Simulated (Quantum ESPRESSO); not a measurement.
# Strain and stress in Si6AlAs

These are calculations, not measurements. They come from pw.x of Quantum ESPRESSO 7.5, a plane-wave density functional program, with PseudoDojo standard norm-conserving files (v0.5 for PBE, v0.4.1 for LDA and PBEsol). The cells are made up: elements, strain and atom displacements were drawn at random, and nothing was relaxed. There is no spin polarisation, spin-orbit coupling or dispersion term.

The cell has 8 sites of a zincblende or diamond lattice. Sites 1 to 4 hold Si Si Al Si; sites 5 to 8 hold As Si Si Si. Cell vectors in Å: (5.599, 0.000, 0.000); (0.000, 5.599, 0.000); (0.000, 0.000, 5.582). Settings: PBE, cutoff 1143 eV, 6 x 6 x 6 k mesh shifted by half a step, Fermi-Dirac smearing of 0.1 eV.

Each run adds the same strain along x and y to one cell, with the atoms carried along; the vectors above are those of run 4. Stress is positive in tension and P is minus a third of its trace. E is the free energy for each atom above the lowest run shown.

```
run  strain (%)  s_xx (GPa)  s_yy (GPa)  s_zz (GPa)  s_xy (GPa)  P (GPa)  E (meV/atom)
  1       -2.39       -3.70       -3.73       -1.85       -0.28     3.09          9.16
  2       -0.87       -0.69       -0.70       -0.08       -0.28     0.49          0.36
  3       -0.47        0.04        0.03        0.33       -0.28    -0.14          0.00
  4        0.31        1.39        1.39        1.08       -0.28    -1.29          1.53
  6        1.96        3.95        3.96        2.45       -0.29    -3.46         13.78
  7        2.32        4.46        4.47        2.71       -0.29    -3.88         17.98
  5        1.73           ?           ?           ?           ?        ?             ?
```

A rerun of one of these cells at 1437 eV and k mesh 8 x 8 x 8 moved values by no more than 0.002 eV in the cell's energy, 0.02 GPa in stress and 0.002 eV/Å in force.

## Worked fit

A parabola through the six runs shown gives s_xx = 0.87 + 1.73 e - 0.077 e² GPa, with e in per cent and a scatter of 0.01 GPa. The slope is a stiffness of 173 ± 1 GPa for each unit of this strain at e = 0, the sum of the responses of s_xx to strain along x and along y. The atoms are clamped, and relaxing them would in general lower it. The error is the larger of the fit's own and the change that a cubic makes, rounded up.

## Withheld run

Question: what s_xx should run 5 give?

The fit gives 3.63 GPa. The calculation gave 3.62 GPa.

```
run,strain (%),s_xx (GPa),s_yy (GPa),s_zz (GPa),s_xy (GPa),P (GPa),E (meV/atom)
5,1.73,3.62,3.63,2.28,-0.28,-3.18,11.39
```